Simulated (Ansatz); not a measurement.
PdOSe as a Janus 2H monolayer was relaxed with 4 functionals in the plane-wave code Ansatz, cell and atoms free, the symmetry of the start kept (meshes: PBE 12×12×1, r2SCAN 12×12×1, PBEsol 12×12×1, LDA 12×12×1). No spin polarisation and no zero-point or thermal motion; the cell was built from a prototype and may be hypothetical.

The PBE result:
```yaml
crystal:
  lattice:
    - [3.16558, 0.00000, 0.00000]
    - [-1.58279, 2.74148, 0.00000]
    - [0.00000, 0.00000, 29.76649]
  atoms:
    - { symbol: Pd, position: [0.33333, 0.66667, 0.31088] }
    - { symbol: O, position: [0.66667, 0.33333, 0.34728] }
    - { symbol: Se, position: [0.66667, 0.33333, 0.24890] }
```
Periodic in the plane only; c spans the vacuum.

The sheet's in-plane cell has a = 3.166 Å, b = 3.166 Å (γ = 120.0°), and its outermost atoms lie 2.93 Å apart along the normal. Pd has 3 O at 2.12 Å and 3 Se at 2.60 Å; O has 3 Pd at 2.12 Å; Se has 3 Pd at 2.60 Å.

**Question.** What lattice does r2SCAN give?

**Answer.** a = 3.171 Å; the area differs by +0.4 % from PBE's. Pd has 3 O at 2.13 Å and 3 Se at 2.55 Å; O has 3 Pd at 2.13 Å; Se has 3 Pd at 2.55 Å.

**Question.** What lattice does PBEsol give?

**Answer.** a = 3.087 Å; the area differs by -4.9 % from PBE's. Pd has 3 O at 2.09 Å and 3 Se at 2.58 Å; O has 3 Pd at 2.09 Å; Se has 3 Pd at 2.58 Å.

**Question.** Held at the r2SCAN cell, what mean stress do LDA and PBE find, and does its sign point to their own minimum?

**Answer.** Not in every case. LDA -3.85 N/m, and its relaxed area is -6.9 % from r2SCAN's; PBE +1.38 N/m, and its relaxed area is -0.4 % from r2SCAN's. Compression counts positive, so a positive stress asks for a larger cell. For PBE the signs differ: the stress is read with the atoms held, and they move too when that functional relaxes the cell.

The cell is metallic with PBE, r2SCAN, PBEsol, LDA, and these meshes limit the relaxed cells of a metal.
